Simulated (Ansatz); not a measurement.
## Phase order of Re

Structure types of Re are relaxed in primitive cells with their symmetry kept at 0 GPa, first on PAW files, then by LAPW. The enthalpy is E + pV at zero temperature, without zero-point motion. Only the types listed were tried, and differences under about 5 meV/atom are mesh noise.

All numbers are LDA results (scalar-relativistic) from Ansatz 0.2.0, with Fermi–Dirac smearing of 0.05 eV, no spin polarisation. Methods: LAPW: all electrons, basis error target 0.5 meV/atom; PAW: frozen-core files, cutoff 420 eV.

k meshes: fcc 18×18×18, bcc 19×19×19, hcp 17×17×9.

Spin–orbit coupling is left out, which matters for the heavy atoms. The PAW files were made under PBE.

Q: Which type is lowest in enthalpy, and by how much?

A: hcp, 74 meV/atom below fcc. The whole table:

```json
{"start type": "fcc", "ends as": "fcc, Fm-3m", "a, b, c (Å)": "3.861, 3.861, 3.861", "V (Å³/atom)": "14.39", "H − H(lowest), LAPW (meV/atom)": "74.4", "same, PAW": "74.5"}
{"start type": "bcc", "ends as": "bcc, Im-3m", "a, b, c (Å)": "3.070, 3.070, 3.070", "V (Å³/atom)": "14.47", "H − H(lowest), LAPW (meV/atom)": "341.6", "same, PAW": "341.5"}
{"start type": "hcp", "ends as": "hcp, P6_3/mmc", "a, b, c (Å)": "2.738, 2.738, 4.415", "V (Å³/atom)": "14.33", "H − H(lowest), LAPW (meV/atom)": "0.0", "same, PAW": "0.0"}
```
